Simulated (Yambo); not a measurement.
Material: a free-standing SnS monolayer (symmetry Pmn2_1, slab cell 15.9 Å high); a = 4.082 Å, b = 4.048 Å, c = 15.900 Å, α = β = γ = 90.00° (4 atoms in the cell). The layer was cut from Materials Project entry mp-2231 and relaxed with PBEsol in a cell 15.9 Å high, with the Coulomb interaction truncated along z.

With PBE (stringent potentials; Quantum ESPRESSO, PseudoDojo norm-conserving, 102 Ry, scalar-relativistic), the gap between the mesh's edge points (Γ → Γ) is 1.757 eV.

Task: By how much does one-shot G0W0 (Yambo; 4×4×1 Γ-centred k mesh, bands 9 to 195 and a 8 Ry block in the screening, 195 bands in G with the Bruneval-Gonze terminator, plasmon pole fitted at 27.2 eV, slab-truncated Coulomb interaction, stochastic integration of W near q = 0) open this gap, and what gap results?

Result: The correction is 0.963 eV, giving 2.720 eV, 1.5 times the PBE value. Among the k points computed, the smallest G0W0 gap is 2.65 eV, (-0.5, 0) → Γ. The mesh misses a band edge: along a dense path the PBE gap is 1.37 eV against 1.76 eV on the mesh. Nearest settings tried, and what they do to the gap: 111 bands in G: -9 meV; 111 bands in W, 111 bands in G: -30 meV; 5 Ry block (341 vectors against 691): -88 meV. Not varied: mesh, cell height. So the settings aren't converged at that level. Spin-orbit splittings are left out.

This is a model layer cut from the bulk structure; whether it is stable on its own was not checked.
